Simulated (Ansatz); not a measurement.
Task: Name crystals whose computed values (plane-wave PAW r²SCAN (Ansatz code)) fall in these windows: B₀ by P(V) fit (GPa) 150 to 190; G_Hill (GPa) 68 to 82.

Result: 

```tsv
crystal	B₀ by P(V) fit (GPa)	G_Hill (GPa)
AlPd, P2_13 (Al on 4a, Pd on 4a)	165	73.6
AlN, Pm-3n (Al on 6d, N on 6c)	170	81.2
In2O3, corundum	172	68.5
```
Others may fit too.

Typed or built starts, not in the databases checked: AlN, Pm-3n (Al on 6d, N on 6c). Not the usual ambient phase: AlN, Pm-3n (Al on 6d, N on 6c); In2O3, corundum. Standing as an ambient phase not checked: AlPd, P2_13 (Al on 4a, Pd on 4a). Perhaps ordered models of mixed-site phases: AlPd, P2_13 (Al on 4a, Pd on 4a). All cells were relaxed under the symmetry of their starts (and spin orders); stability against distortions was not tested throughout. Named crystals with no word on spin ran without spin polarisation. Spin–orbit coupling is left out wherever it is not named.

Potentials: the earlier of the program's two PAW sets. The files were generated under PBE; for other functionals the program regenerates the frozen cores, and for LDA and PBEsol the local potential too.
